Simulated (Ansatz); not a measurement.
**MgFe₂W₂Cl₂O₈: checking a database structure before trusting its electric field gradients**

The cell is a Materials Project structure (computed, not necessarily an observed phase), taken as it stands.

Space group C2/m (No. 12); a = 10.1213, b = 10.0719, c = 5.1964 Å, β = 91.60°.

```
site  Wyckoff  site symmetry       x       y       z
  Mg       2d            2/m  0.5000  0.0000  0.5000
  Fe       4i              m  0.7513  0.0000  0.8101
   W       4g              2  0.5000  0.7586  0.0000
  Cl       4i              m  0.2731  0.0000  0.6921
  O8       8j              1  0.5812  0.8650  0.7633
 O11       8j              1  0.6205  0.6558  0.1625
```

One atom of each set is listed; the run and its k-mesh use a cell of 15 atoms with edges of 7.14, 7.14, 5.20 Å.

Level of theory: DFT, PBE, plane waves and PAW, scalar-relativistic, collinear spin, 420 eV cutoff, Γ-centred 4×4×5 k-points, Fermi–Dirac smearing 0.02 eV (Ansatz 0.2.0). Start moments as typed (μB): 4 on each Fe, none on the rest.

**Question.** Do the atoms and the cell lie near the calculated equilibrium?

**Answer.** Not quite. The largest force is 0.90 eV/Å, on atom 8 (O: 1 W at 1.84 Å, 1 Mg at 2.08 Å, 1 Fe at 2.20 Å), and the pressure is -4.1 GPa. Relaxing the atoms is still advisable, since electric field gradients respond to shifts of a few hundredths of an ångström.
